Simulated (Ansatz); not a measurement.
Si₃C₃N₈ on the sites of β-Si3N4 (relaxed group P-6): a band-structure calculation in Ansatz (PBE). The geometry is the r2SCAN minimum.

input.yaml:
```yaml
crystal:
  lattice:
    - [7.0423664737, -2.8e-09, 0.0]
    - [-3.5211832344, 6.0988682704, 0.0]
    - [0.0, 0.0, 2.6683409762]
  atoms:
    - { symbol: Si, position: [0.2255296523, 0.8349499168, 0.5] }
    - { symbol: C, position: [0.4257734372, 0.2366594532, 0.0] }
    - { symbol: C, position: [0.8108860161, 0.5742265628, 0.0] }
    - { symbol: Si, position: [0.1650500832, 0.3905797355, 0.5] }
    - { symbol: Si, position: [0.6094202645, 0.7744703477, 0.5] }
    - { symbol: C, position: [0.7633405468, 0.1891139839, 0.0] }
    - { symbol: "N", position: [0.3333333333, 0.6666666667, 0.5] }
    - { symbol: "N", position: [0.6666666667, 0.3333333333, 0.0] }
    - { symbol: "N", position: [0.9483609663, 0.6380112631, 0.5] }
    - { symbol: "N", position: [0.3039731706, 1.0023010562, 0.0] }
    - { symbol: "N", position: [0.6983278856, 0.6960268294, 0.0] }
    - { symbol: "N", position: [0.3619887369, 0.3103497032, 0.5] }
    - { symbol: "N", position: [-0.0023010562, 0.3016721144, 0.0] }
    - { symbol: "N", position: [0.6896502968, 0.0516390337, 0.5] }
kpoints:
  mp_grid: { grid: [6, 6, 10] }
  band_path:
    path:
      - [[0.0, 0.0, 0.0], [0.5, -1.394003399243e-17, 0.0], [0.3333333333333, 0.3333333333333, 0.0], [0.0, 0.0, 0.0], [0.0, 0.0, 0.5], [0.5, -1.394003399243e-17, 0.5], [0.3333333333333, 0.3333333333333, 0.5], [0.0, 0.0, 0.5]]
      - [[0.5, -1.394003399243e-17, 0.5], [0.5, -1.394003399243e-17, 0.0]]
      - [[0.3333333333333, 0.3333333333333, 0.5], [0.3333333333333, 0.3333333333333, 0.0]]
    npoints: 10
hamiltonian:
  xc: pbe
scf:
  occupations: { method: fermi_dirac, width: 0.02 }
  n_extra_bands: 7
output:
  forces: true
  stress: true
  eigenvalues: true
  write_density: true
  write_potential: true
  elf: true
  volumetric_format: npy
```

Wall time 40 s on 1 × NVIDIA H100 80GB HBM3 with 2 threads of AMD EPYC 7R13 Processor (Zen 3) (shared host), load about 1.0 per core; peak host memory 1 GiB.

The log, with set-up remarks and timings taken out:
```
scf.n_extra_bands = 7 over 32 filled bands (N_el = 64.0): the run solves 39 bands
Pseudopotential: Si, paw, valence charge 4, recommended cutoff 420 eV (normal)
Pseudopotential: C, paw, valence charge 4, recommended cutoff 420 eV (normal)
Pseudopotential: N, paw, valence charge 5, recommended cutoff 420 eV (normal)
Functional definition: PBE
Crystal: 14 atoms, lattice volume = 114.606 Å³
Basis set: ecut = 420 eV, 2247 PW (Γ)
Symmetry: 6 space group operations
Space group: P-6 (ITA 174)
k-points: 48 of 360 (time reversal used)
SCF iter   1: HF=-5732.503300 eV  Δρ=1.26e-2  dr2=2.42e-1
preconditioner: auto → Resta (q_TF=auto, 2.476 Å⁻¹)  ε∞=5.0  [insulator: Δε(μ)=2.367 eV  σ=0.020 eV  ℏωp=27.7 eV]
SCF iter   2: HF=-5732.448825 eV  Δρ=4.92e-3  dr2=2.64e-2
SCF iter   3: HF=-5732.444148 eV  Δρ=2.13e-3  dr2=5.59e-3
SCF iter   4: HF=-5732.443048 eV  Δρ=3.79e-4  dr2=1.69e-4
SCF iter   5: HF=-5732.443204 eV  Δρ=1.69e-4  dr2=2.64e-5
SCF iter   6: HF=-5732.443125 eV  Δρ=6.76e-5  dr2=5.58e-6
SCF iter   7: HF=-5732.443126 eV  Δρ=1.71e-5  dr2=5.27e-7
SCF iter   8: HF=-5732.443127 eV  Δρ=8.42e-6  dr2=1.02e-7
SCF iter   9: HF=-5732.443127 eV  Δρ=3.50e-6  dr2=1.52e-8
SCF 1 converged in 9 iterations: F = -5732.443127 eV  dr2 = 1.52e-8
NSCF: frozen V_eff on 93 k-points, pencils in batches of 32, up to order 172
SCF converged after 9 iterations
Free energy (F): -5732.443127 eV
Fermi energy:    11.310171 eV
--- Forces (eV/Å), atoms counted from 1 ---
  atom   1  Si    -0.00845    -0.07378      0.00000
  atom   2  C     -0.08052      0.06647      0.00000
  atom   3  C       0.09783      0.03650      0.00000
  atom   4  Si      0.06812      0.02957      0.00000
  atom   5  Si    -0.05967      0.04421      0.00000
  atom   6  C     -0.01731    -0.10297      0.00000
  atom   7  N       0.00000      0.00000      0.00000
  atom   8  N       0.00000      0.00000      0.00000
  atom   9  N     -0.13491    -0.14888      0.00000
  atom  10  N     -0.05113      0.31989      0.00000
  atom  11  N       0.30260    -0.11566      0.00000
  atom  12  N       0.19638    -0.04240      0.00000
  atom  13  N     -0.25147    -0.20422      0.00000
  atom  14  N     -0.06148      0.19127      0.00000
--- Stress (GPa, compression-positive) ---
        5.892592      -0.000002       0.000000
        0.000002       5.892592       0.000000
        0.000000       0.000000       5.332220
  P = ⅓ Tr σ = 5.7058 GPa (57.058 kbar)
```

Levels along the path, in eV from the valence top (v1 is the last filled band, c1 the first empty one):

| point | distance (1/Å) | v3 | v2 | v1 | c1 | c2 |
| --- | --- | --- | --- | --- | --- | --- |
| Γ | 0.00 | -0.61 | -0.36 | -0.21 | 2.29 | 2.64 |
| · | 0.26 | -0.54 | -0.53 | -0.24 | 2.43 | 2.71 |
| M | 0.52 | -0.68 | -0.45 | -0.30 | 2.67 | 2.71 |
| · | 0.66 | -0.81 | -0.44 | -0.30 | 2.69 | 2.74 |
| K | 0.81 | -1.00 | -0.42 | -0.31 | 2.72 | 2.77 |
| · | 1.11 | -0.59 | -0.52 | -0.25 | 2.47 | 2.73 |
| Γ | 1.41 | -0.61 | -0.36 | -0.21 | 2.29 | 2.64 |
| · | 2.00 | -1.41 | -1.41 | -0.14 | 3.94 | 3.94 |
| A | 2.58 | -1.77 | -1.77 | -1.42 | 2.81 | 2.81 |
| · | 2.84 | -1.91 | -1.67 | -1.17 | 2.70 | 3.10 |
| L | 3.10 | -1.75 | -1.53 | -1.05 | 2.57 | 3.37 |
| · | 3.25 | -1.74 | -1.44 | -1.10 | 2.64 | 3.33 |
| H | 3.40 | -1.73 | -1.28 | -1.22 | 2.73 | 3.27 |
| · | 3.69 | -1.87 | -1.63 | -1.14 | 2.69 | 3.15 |
| A | 3.99 | -1.77 | -1.77 | -1.42 | 2.81 | 2.81 |
| L | 3.99 | -1.75 | -1.53 | -1.05 | 2.57 | 3.37 |
| · | 4.46 | -1.49 | -1.12 | -0.84 | 3.42 | 3.55 |
| · | 5.05 | -0.75 | -0.57 | -0.35 | 2.87 | 2.93 |
| M | 5.17 | -0.68 | -0.45 | -0.30 | 2.67 | 2.71 |
| H | 5.17 | -1.73 | -1.28 | -1.22 | 2.73 | 3.27 |
| · | 5.52 | -1.31 | -1.24 | -1.10 | 3.28 | 3.38 |
| · | 6.11 | -1.09 | -0.81 | -0.60 | 3.42 | 3.58 |
| K | 6.35 | -1.00 | -0.42 | -0.31 | 2.72 | 2.77 |

Planar averages along the third cell vector, from rho_z.tsv and v_z.tsv (valence density with its augmentation; electrostatic potential energy of an electron, of which only differences have a meaning):
```tsv
z (Å)	ρ (e/Å³)	v_es (eV)
0.00	0.708	-0.84
0.15	0.689	0.02
0.30	0.627	2.18
0.44	0.537	4.72
0.59	0.466	6.32
0.74	0.445	5.65
0.89	0.474	3.19
1.04	0.535	0.41
1.19	0.592	-1.68
1.33	0.616	-2.45
1.48	0.592	-1.68
1.63	0.535	0.41
1.78	0.474	3.19
1.93	0.445	5.65
2.08	0.466	6.32
2.22	0.537	4.72
2.37	0.627	2.18
2.52	0.689	0.02
```

PBE gives an indirect gap of 2.29 eV, from Γ–A (0.30 of the way from Γ) to Γ; the least direct gap is 2.49 eV at Γ. The gap is the least over the mesh and the extra points. The mean pressure at these positions is +5.71 GPa, compression counted positive. The largest force is 0.32 eV/Å.

The cell comes from a prototype generator: it can be a known phase or a hypothetical one. Spin polarisation is off.
